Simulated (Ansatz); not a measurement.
## Mg interstitial in Si

Level of theory: DFT PBE, scalar-relativistic, plane waves, PAW (Ansatz 0.2.0). Run with 420 eV cutoff, 2×2×2 k-mesh, shifted by half a step, Gaussian smearing of 0.01 eV, collinear spin in charge +1 alone.

Host crystal, relaxed:

```
Si
1.0
     0.00000    2.73505    2.73505
     2.73505    0.00000    2.73505
     2.73505    2.73505    0.00000
Si
2
Cartesian
  4.1026 4.1026 4.1026
  2.7350 2.7350 2.7350
```

Supercell of 32 atoms, rows in host cell vectors: -1 -1 3; 3 -1 -1; -1 3 -1. Atoms relax at the host's cell from a start displaced at random by 0.06 Å near the defect, so other minima may exist. The cell is small, so energies carry finite-size errors of tenths of an eV. The host's Kohn–Sham gap is 0.61 eV.

Defect: Mg interstitial, charge +2.

Command:

```bash
ansatz run input.yaml --threads 4 --pin off --max-ram 8192MiB --backend cpu --events-out ev --progress --plain --runs-dir out
```

The input:

```yaml
crystal:
  lattice:
    - [5.4700937543, 5.4700937543, -5.4700937543]
    - [-5.4700937543, 5.4700937543, 5.4700937543]
    - [5.4700937543, -5.4700937543, 5.4700937543]
  atoms:
    - { symbol: Si, position: [0.4973466182, 0.7467776164, 0.9991106043] }
    - { symbol: Si, position: [0.2508875451, 0.7491889685, 0.2511632605] }
    - { symbol: Si, position: [-0.0011524501, 0.7467517291, 0.4975947765] }
    - { symbol: Si, position: [0.4973704168, 0.9987696261, 0.7471343794] }
    - { symbol: Si, position: [0.7371166326, 0.7329724029, 0.739100764] }
    - { symbol: Si, position: [0.2642118923, 0.9972066093, 0.9978045625] }
    - { symbol: Si, position: [-0.0014349422, -0.0019576521, 0.2658875487] }
    - { symbol: Si, position: [0.5003691733, 0.2482427021, 0.5006137338] }
    - { symbol: Si, position: [0.746837362, -0.0012720875, 0.4975673785] }
    - { symbol: Si, position: [0.2509088083, 0.2507662016, 0.7496134025] }
    - { symbol: Si, position: [-0.0027300903, 0.2630255129, -0.006266936] }
    - { symbol: Si, position: [0.500400167, 0.5002779532, 0.2486482929] }
    - { symbol: Si, position: [0.7493725933, 0.2507740644, 0.251162777] }
    - { symbol: Si, position: [0.2484291981, 0.5003164955, 0.5006964885] }
    - { symbol: Si, position: [-0.0011312096, 0.4972218214, 0.7471092612] }
    - { symbol: Si, position: [0.7468385962, 0.4972274093, -0.0008691768] }
    - { symbol: Si, position: [0.2488838623, 0.4987530835, 0.7491431953] }
    - { symbol: Si, position: [-0.0011583522, 0.5108152432, -0.0008833299] }
    - { symbol: Si, position: [0.7488693859, 0.4987497814, 0.2491345675] }
    - { symbol: Si, position: [0.248870427, 0.7487728012, 0.4991773423] }
    - { symbol: Si, position: [0.4868525731, 0.4867204513, 0.4871050523] }
    - { symbol: Si, position: [-0.0008117203, 0.7477448833, 0.7444372804] }
    - { symbol: Si, position: [0.7384677637, 0.7402326831, -0.0048275921] }
    - { symbol: Si, position: [0.2541502629, -0.0011534909, 0.2512354649] }
    - { symbol: Si, position: [0.498861639, 0.7487265513, 0.2490821023] }
    - { symbol: Si, position: [-0.0011253837, -0.0012160336, 0.5111904429] }
    - { symbol: Si, position: [0.7394827891, -0.0077098344, 0.7405869922] }
    - { symbol: Si, position: [0.2525171555, 0.2528016073, 0.0031382359] }
    - { symbol: Si, position: [0.5109273699, -0.0012016337, -0.0008516813] }
    - { symbol: Si, position: [0.0001892986, 0.2545641846, 0.2540677621] }
    - { symbol: Si, position: [0.7488644445, 0.2487385979, 0.4991368155] }
    - { symbol: Si, position: [0.4988903789, 0.2487530818, 0.749101865] }
    - { symbol: Mg, position: [-0.002072747, -0.0008623625, -0.0013374513] }
  host:
    lattice:
      - [0.0, 2.7350468771, 2.7350468771]
      - [2.7350468771, 0.0, 2.7350468771]
      - [2.7350468771, 2.7350468771, 0.0]
    atoms:
      - { symbol: Si, position: [0.75, 0.75, 0.75] }
      - { symbol: Si, position: [0.5, 0.5, 0.5] }
total_charge: 2
basis:
  ecutwfc: 420
  xc_grid: 2
kpoints:
  mp_grid: { grid: [2, 2, 2], shift: [0.5, 0.5, 0.5] }
hamiltonian:
  xc: pbe
scf:
  occupations: { method: gaussian, width: 0.01 }
output:
  forces: true
  stress: false
  eigenvalues: true
  charged_corrections:
    defect_position: [0.0, 0.0, 0.0]
    epsilon: [[12.9823, 0.0, 0.0], [0.0, 12.9823, 0.0], [0.0, 0.0, 12.9823]]
  write_density: true
  write_potential: true
  elf: true
  volumetric_format: npy
relax:
  adjacent_minimum: "off"
  f_tol: 0.025
  max_steps: 45
```

From the output:

```
Warning: RAYON_NUM_THREADS=4 ignored (pool sized by the plan → 4); use --threads N
Crystal: 33 atoms, lattice volume = 654.703 Å³
Basis set: ecut = 420 eV, 12839 PW (Γ), exchange–correlation on 128×128×128 points (8 copies of the dense FFT grid, shifted against one another)
Bands: 101, of which v1, the nominal top of the filled ones, is band 68 counted from 1 (67 counted from 0)
Symmetry: 1 space group operations
Space group: P1 (ITA 1), of the structure as read, at distance tolerance 8.7e-5 Å
k-points: 4 of 8 (time reversal used)
relax step   1: F+E_penalty+E_count = -22281.41483938 eV  Δ(F+E_penalty+E_count) = +0.000e0 eV  max|allowed force component| = 6.249e-1 eV/Å  Δτ_max = 0.0000 Å
relax step   2: F+E_penalty+E_count = -22281.48815830 eV  Δ(F+E_penalty+E_count) = -7.332e-2 eV  max|allowed force component| = 1.110e-1 eV/Å  Δτ_max = 0.0461 Å
relax step   3: F+E_penalty+E_count = -22281.49273849 eV  Δ(F+E_penalty+E_count) = -4.580e-3 eV  max|allowed force component| = 3.835e-3 eV/Å  Δτ_max = 0.0169 Å
relax step   4: F+E_penalty+E_count = -22281.49273861 eV  Δ(F+E_penalty+E_count) = -1.217e-7 eV  max|allowed force component| = 3.796e-3 eV/Å  Δτ_max = 0.0000 Å
SCF converged after 3 iterations
Free energy (F): -22281.492739 eV
E sigma→0 (E₀):  -22281.492739 eV
Fermi energy:    6.194665 eV
```

The relaxation gained 0.08 eV in 4 steps. The run took 25 s on 4 threads of Intel(R) Xeon(R) 6975P-C (Granite Rapids), with other jobs on the host, peak memory 1.5 GiB.